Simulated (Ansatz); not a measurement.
Relaxed-ion elastic tensor of TiO$_{2}$ in space group Pbca (No. 61; Ti on 8c, O on 8c, O on 8c) in GPa (Voigt order), LDA in the plane-wave PAW code Ansatz; density 4.27 g/cm³, 10.36 Å³ per atom.

```
 319   188   166   0.0   0.0   0.0
 188   320   187   0.0   0.0   0.0
 166   187   346   0.0   0.0   0.0
 0.0   0.0   0.0  98.4   0.0   0.0
 0.0   0.0   0.0   0.0   111   0.0
 0.0   0.0   0.0   0.0   0.0   106
```

**Question.** Is the crystal mechanically stable?

**Answer.** Yes: the smallest eigenvalue of C is 98.4 GPa.

**Question.** Work out the Voigt, Reuss and Hill averages.

**Answer.** K_V = 230, K_R = 229, K_H = 230; G_V = 92.8, G_R = 89.1, G_H = 90.9 GPa.

**Question.** Give Young's modulus, Poisson's ratio, Pugh's ratio and the universal anisotropy index.

**Answer.** E = 9KG/(3K + G) = 241 GPa; ν = 0.33; K/G = 2.53 (ductile by the Pugh limit of 1.75); A_U = 5G_V/G_R + K_V/K_R − 6 = 0.21.

**Question.** Estimate the sound speeds and the Debye temperature.

**Answer.** v_l = √((K + 4G/3)/ρ) = 9070 m/s, v_t = √(G/ρ) = 4620 m/s, mean 5170 m/s; Θ = (h/k)(3n/4πV)^(1/3) v_m = 706 K.

**Question.** Solve the Christoffel equation for the three sound speeds along x, y, z.

**Answer.** Eigenvalues of C_ijkl n_j n_l equal ρv². In km/s, slowest first: x 4.98, 5.11, 8.65; y 4.80, 4.98, 8.66; z 4.80, 5.11, 9.00.

**Question.** How much does each axis shrink under pressure?

**Answer.** Linear compressibilities β_i = Σ_j S_ij (j = 1 to 3): x 1.6, y 1.4, z 1.4 per TPa.

The LDA relaxation kept the symmetry of its start; phonons on a q-mesh show no instability. No spin polarisation was allowed.

Potentials: the later of the program's two PAW sets.
